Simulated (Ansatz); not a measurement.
GaAs in space group P6_222 (No. 180; Ga on 3d, As on 3c) at seven volumes, r²SCAN (plane waves, PAW; program Ansatz), shape and atoms relaxed at each. One row is withheld.

| V (Å³/atom) | P (GPa) |
|---|---|
| 18.847 | 8.84 |
| 19.468 | 5.36 |
| 20.089 | 2.45 |
| 20.711 | -0.02 |
| 21.332 | -2.12 |
| 21.953 | ? |
| 22.575 | -5.36 |

Problem. Fit the shown pressures and predict the withheld one.

Solution. P = (3/2)B₀(x^(7/2) − x^(5/2))[1 + (3/4)(B′ − 4)(x − 1)] with x = (V₀/V)^(2/3). Least squares on the six rows gives V₀ = 20.704 Å³/atom, B₀ = 75.6 GPa, B′ = 4.63. At V = 21.953, x = 0.9617 and P = -3.87 GPa. The run itself gave -3.88 GPa.

The start of the workflow was typed in or built on a structure type; neither database checked (COD, Materials Project) lists it. It is not the phase usual at ambient conditions (space group No. 216). The r²SCAN relaxation kept the symmetry of its start; whether a distortion lowers the energy is not shown.

Potentials: the later of the program's two PAW sets.
